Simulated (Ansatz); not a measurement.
# Eigenvalues along a path: S (sc type)

```xyz
1
Lattice="2.0318 0.0000 0.0000 0.0000 2.0318 0.0000 0.0000 0.0000 2.0318" Properties=species:S:1:pos:R:3 pbc="T T T"
S     0.0000    0.0000    0.0000
```

The cell comes from a relaxation on PAW files under the same functional, begun from a prototype that needn't be the stable phase.

All numbers are LDA results (scalar-relativistic) from Ansatz 0.2.0, with a Γ-centred 16×16×16 k mesh, Fermi–Dirac smearing of 0.08 eV, no spin polarisation. Methods: LAPW: all electrons, basis error target 1 meV/atom.

This run: volume at 0.52 of the series' base cell.

The structure type is held throughout; the real material can change phase at far lower pressure.

Path points, in fractions of the reciprocal vectors: Γ (0.000, 0.000, 0.000), X (0.000, 0.500, 0.000), M (0.500, 0.500, 0.000), R (0.500, 0.500, 0.500). The distance column jumps between branches of the path. Levels in eV from the Fermi level; bands 5 to 9, counted from the lowest band of the run. The gap is zero, the pressure 158.9 GPa.

```
# k(1/Å) point b5 b6 b7 b8 b9
0.000 Γ -26.82 3.94 3.94 3.96 3.96
0.193 - -26.69 0.79 4.04 4.06 4.06
0.387 - -26.30 -2.37 4.33 4.37 4.37
0.580 - -25.65 -5.44 4.80 4.87 4.87
0.773 - -24.76 -8.37 5.40 5.56 5.56
0.966 - -23.62 -11.10 6.08 6.41 6.41
1.160 - -22.28 -13.60 6.74 7.34 7.34
1.353 - -20.83 -15.74 7.24 8.19 8.19
1.546 X -19.93 -16.88 7.43 8.57 8.57
1.739 - -19.80 -16.76 5.32 8.67 10.45
1.933 - -19.41 -16.41 2.63 8.95 9.57
2.126 - -18.78 -15.83 -0.08 6.35 9.41
2.319 - -17.89 -15.03 -2.74 3.32 10.05
2.513 - -16.76 -14.06 -5.28 0.59 10.84
2.706 - -15.39 -13.00 -7.68 -1.75 11.72
2.899 - -13.80 -12.05 -9.89 -3.47 12.55
3.092 M -12.27 -11.63 -11.63 -4.15 12.93
3.366 - -14.87 -11.38 -9.72 -2.77 12.17
3.639 - -17.81 -10.65 -8.23 0.71 10.55
3.912 - -20.46 -9.42 -6.78 5.15 8.77
4.186 - -22.71 -7.70 -5.07 7.13 9.33
4.459 - -24.49 -5.50 -3.04 5.78 9.44
4.732 - -25.78 -2.82 -0.76 4.78 7.83
5.006 - -26.56 0.34 1.63 4.17 6.02
5.279 Γ -26.82 3.94 3.94 3.96 3.96
5.614 - -26.43 0.45 0.45 3.31 8.08
5.949 - -25.26 -2.39 -2.39 1.89 12.73
6.283 - -23.34 -4.54 -4.54 0.46 16.37
6.618 - -20.69 -6.01 -6.01 -0.59 12.01
6.953 - -17.36 -6.82 -6.82 -1.08 7.77
7.288 - -13.49 -7.06 -7.06 -1.04 4.34
7.622 - -9.39 -6.93 -6.93 -0.84 1.98
7.957 R -6.80 -6.80 -6.80 -1.62 1.10
8.231 - -8.42 -7.54 -6.56 -0.72 1.30
8.504 - -11.12 -9.28 -5.87 0.30 1.98
8.777 - -13.69 -11.31 -4.70 1.48 3.18
9.051 - -15.89 -13.21 -3.08 2.96 4.89
9.324 - -17.64 -14.78 -0.99 4.68 7.09
9.597 - -18.90 -15.94 1.55 6.46 9.73
9.871 - -19.67 -16.64 4.53 7.95 11.86
10.144 X -19.93 -16.88 7.43 8.57 8.57
12.331 R -6.80 -6.80 -6.80 -1.62 1.10
12.524 - -7.29 -7.16 -7.16 -0.93 0.72
12.717 - -8.33 -8.01 -8.01 -0.19 0.67
12.910 - -9.43 -8.99 -8.99 -1.25 2.70
13.104 - -10.41 -9.89 -9.89 -2.23 4.96
13.297 - -11.21 -10.63 -10.63 -3.05 7.34
13.490 - -11.79 -11.18 -11.18 -3.65 9.75
13.684 - -12.15 -11.52 -11.52 -4.02 11.90
13.877 M -12.27 -11.63 -11.63 -4.15 12.93
```
